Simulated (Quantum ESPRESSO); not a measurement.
Quadrupole interaction in ZrS2 (changed cell)

```xyz
3
Lattice="3.7283 0.0000 0.0000 -1.8641 3.2288 0.0000 0.0000 0.0000 5.9203" Properties=species:S:1:pos:R:3 pbc="T T T"
Zr     0.0000     0.0000     0.0000
S      1.8641     1.0763     4.4994
S      0.0000     2.1525     1.4209
```
The cell was made here from a computed Materials Project entry: strained by -2 % along the unique axis and by +1 % across it, atoms relaxed (PBE without dispersion, pw.x of a modified build of Quantum ESPRESSO, symmetry kept). The parent is ZrS2 in P-3m1; whether this form has been observed was not checked. Stability against distortions was not tested. The layers lie 3.1 Å apart; this gap hangs on dispersion, and neither it nor the stacking was checked against the measured crystal. The run has no spin polarisation.

Principal values are ordered |Vxx| ≤ |Vyy| ≤ |Vzz|, η = (Vxx − Vyy)/Vzz, and C_Q = eQVzz/h is given by its size. Cores are frozen. Against all-electron runs on small test molecules, this scheme's |Vzz| missed by −3 % on S. The structure is static (0 K, no zero-point motion).

Quadrupole moments taken as inputs (sizes, barn, from the tables of PySCF and pymatgen): ⁹¹Zr 0.176, ³³S 0.0678.

### Question
What do the calculations give at each independent site (field gradients by PBE PAW (JTH datasets; density from pw.x of Quantum ESPRESSO, gradients reconstructed from it by a script), 20 Ha, k-mesh 7×7×4 through Γ)?

### Answer
```tsv
site	site symmetry	Vzz (10²¹ V/m²)	η_Q	∣C_Q∣ (MHz)
Zr (atom 1)	-3m	under 0.2	–	under 0.83 (⁹¹Zr)
S (atoms 2, 3)	3m	-0.33	0.00	0.55 (³³S)
```
